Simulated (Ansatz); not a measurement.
Input:

InGaSbAs:
```
CELL_PARAMETERS angstrom
      4.28345     0.00000     0.00000
      0.00000     4.31998     0.00000
      0.00000     0.00000     6.12867
ATOMIC_POSITIONS crystal
  In 0.00000 0.00000 0.98249
  As 0.00000 0.50000 0.73366
  Ga 0.50000 0.50000 0.51647
  Sb 0.50000 0.00000 0.27035
```

This is the PBEsol-relaxed structure.

Question: All from PBEsol in the plane-wave PAW code Ansatz, unless another level is named. Predict the electronic character.

Answer: no gap, with almost no states at the Fermi level (zero-gap or semimetallic).

Question: And the formation energy from the elements (no fitted shifts)?

Answer: -0.14 eV/atom.

Space group Pmm2. The start of the workflow was typed in or built on a structure type; neither database checked (COD, Materials Project) lists it. Its standing as an ambient phase is unchecked. The PBEsol relaxation kept the symmetry of its start; its stability against distortions is not shown here. The references are the lowest solids computed at this level, not always the standard phases. Scalar-relativistic: spin–orbit coupling is off unless named, which matters more the heavier the elements.

Potentials: the later of the program's two PAW sets.
